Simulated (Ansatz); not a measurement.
ZnSe (zinc blende)

```xyz
2
Lattice="0.0000 2.8665 2.8665 2.8665 0.0000 2.8665 2.8665 2.8665 0.0000" Properties=species:S:1:pos:R:3 pbc="T T T"
Se     4.2998     4.2998     4.2998
Zn     0.0000     0.0000     0.0000
```

Scan: atom 2 (Zn, nearest neighbour Se at 2.482 Å; its periodic images, 4.1 Å or more away, move with it) is displaced along Cartesian x, direction (1.000, 0.000, 0.000) in Cartesian axes, by s. The other atoms stay.

The numbers are results of PBE (plane waves to 420 eV, PAW, scalar-relativistic; Ansatz, a quantum-chemistry and plane-wave program), not measurements. k mesh 8×8×8 (Γ-centred), Fermi-Dirac smearing 0.05 eV. F∥ is the force on the atom along that direction. ZnSe was relaxed with its symmetry unable to fall. 

```csv
s (Å),F∥ (eV/Å)
-0.740,2.668
-0.592,2.423
-0.444,1.986
-0.296,1.406
-0.148,0.728
0.000,0.000
0.148,-0.728
0.296,-1.406
0.444,-1.986
0.592,-2.423
0.740,-2.668
```

What is the force constant k = d²E/ds² of this move at s = 0?

4.98 eV/Å². The forces along the line at the two nearest points give (0.728 − (-0.728)) / (2·0.148) = 4.92 eV/Å²; the next pair corrects for the finite step.

With two atoms in the cell this is the zone-centre optical mode. What wavenumber follows (transverse: no LO-TO term)?

194 cm⁻¹. Reduced mass μ = 35.77 u; ν̃ = 521.5·√(k/μ) with k = 4.98 eV/Å².

(For displaced atoms, the force is minus the slope of the energy, and its curvature is a force constant, which sets phonon frequencies.)
